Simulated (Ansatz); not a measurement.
**FePt at several levels of theory**

One geometry, relaxed with PBE, and single points on it; plane waves with PAW potentials in Ansatz, scalar-relativistic unless the row names spin-orbit coupling. Collinear spin, ending at 3.3 μB a primitive cell. Meshes are on the primitive cell of 2 atoms. Gaps are the least over mesh and band path; pressure is positive in compression. Smearing is Gaussian, 0.10 eV.

```
CELL_PARAMETERS angstrom
2.72879 0.00000 0.00000
0.00000 2.72879 0.00000
0.00000 0.00000 3.76651
ATOMIC_POSITIONS crystal
Fe 0.00000 0.00000 0.00000
Pt 0.50000 0.50000 0.50000
```

```json
{"level": "PBE", "cutoff (eV)": "420", "k mesh": "16×16×12", "gap (eV)": "0", "pressure (GPa)": "0.0", "largest moment (μB)": "2.98", "rough cost with bands (core-min)": "0.5"}
```

Question: What do r2SCAN, LDA give on the same cell?

Answer:
| level | cutoff (eV) | k mesh | gap (eV) | pressure (GPa) | largest moment (μB) | rough cost with bands (core-min) |
| --- | --- | --- | --- | --- | --- | --- |
| r2SCAN | 500 | 16×16×12 | 0 | -1.8 | 3.29 | 1.1 |
| LDA | 420 | 16×16×12 | 0 | -15.7 | 2.89 | 0.7 |

The state reached may not be the lowest one. Spin-orbit coupling is left out except in a row that names it, which matters for the bands of heavy elements. Only parallel moments were tried here.